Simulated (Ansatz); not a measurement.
# LaRe in the CsCl-type structure

The computed numbers are results of PBE, scalar-relativistic (no spin polarisation) in the plane-wave PAW code Ansatz at 420 eV, Γ-centred 10×10×10 mesh, 0.05 eV Gaussian smearing; PAW files: Ansatz's generated set soft_2.

```
La Re
1.0
     3.58355    0.00000    0.00000
     0.00000    3.58355    0.00000
     0.00000    0.00000    3.58355
La Re
1 1
Direct
  0.00000 0.00000 0.00000
  0.50000 0.50000 0.50000
```

The cell came from substitution into a structure type; no database entry of this phase was matched, which doesn't show that none exists.

The cell is relaxed to zero pressure at this level.

The cell has space group Pm-3m (read at 0.01 Å). In it the stress is 0.03, 0.03, 0.03, 0.00, 0.00, 0.00 GPa and the largest force component 0.000 eV/Å. Each change below starts from this cell, without further relaxation. Stress is in GPa, positive in compression, in the order xx, yy, zz, yz, xz, xy; energies are counted from the cell above and are free energies with the smearing's entropy, which match forces and stress in a metal.

**Question.** What happens when atom 1 (La) is moved by 0.08 Å along z?

**Answer.** The energy changes by 10.8 meV per cell, and the force on it along the shift is -0.276 eV/Å (−F/u = 3.44 eV/Å²). Stress: 0.17, 0.17, -0.01, 0.00, 0.00, 0.00.
```tsv
atom	Fx (eV/Å)	Fy	Fz
La1	0.000	0.000	-0.276
Re2	0.000	0.000	0.276
```
In a harmonic crystal the energy would rise by −½F·u = ½ × 3.44 × 0.08² eV = 11.0 meV, which matches.

**Question.** One atom was moved along a Cartesian axis, and these forces appeared. Which atom, and about how far?
| atom | Fx (eV/Å) | Fy | Fz |
| --- | --- | --- | --- |
| La1 | 0.000 | 0.000 | -0.720 |
| Re2 | 0.000 | 0.000 | 0.720 |

**Answer.** Atom 1 (La) is moved by 0.20 Å along z; the energy changes by 70.2 meV per cell. Moving the other atom the opposite way is the same thing.

**Question.** A single strain component, atoms carried along, gave the stress -0.77, -1.08, -0.77, 0.00, 0.00, 0.00. Which component, and about how large?

**Answer.** An engineering strain of 1 % in yy; the energy changes by 1.6 meV per cell.

**Question.** A single strain component, atoms carried along, gave the stress 1.77, 1.77, 2.53, 0.00, 0.00, 0.00. Which component, and about how large?

**Answer.** An engineering strain of -2 % in zz; the energy changes by 7.3 meV per cell.

**Question.** All atoms and the cell are disturbed at random:
```
CELL_PARAMETERS angstrom
3.62151 -0.01269 -0.01866
-0.01269 3.57483 -0.04543
-0.01866 -0.04543 3.59405
ATOMIC_POSITIONS crystal
La 0.00482 0.99694 0.99681
Re 0.49518 0.50306 0.50319
```
Give the energy change, the stress and the forces.

**Answer.** 4.2 meV per cell; stress -1.21, -0.65, -0.81, -0.29, -0.16, -0.07 GPa.
```
atom  Fx (eV/Å)      Fy      Fz
 La1     -0.116   0.071   0.076
 Re2      0.116  -0.071  -0.076
```

**Question.** All atoms and the cell are disturbed at random:
```
CELL_PARAMETERS angstrom
3.53733 0.00064 -0.01035
0.00064 3.56786 0.01511
-0.01035 0.01511 3.57380
ATOMIC_POSITIONS crystal
La 0.99393 0.99493 0.00152
Re 0.50607 0.50507 0.49848
```
Give the energy change, the stress and the forces.

**Answer.** 11.5 meV per cell; stress 2.26, 1.95, 1.93, 0.13, -0.04, -0.01 GPa.
| atom | Fx (eV/Å) | Fy | Fz |
| --- | --- | --- | --- |
| La1 | 0.149 | 0.129 | -0.038 |
| Re2 | -0.149 | -0.129 | 0.038 |

Spin–orbit coupling, which matters for such heavy elements, is left out.
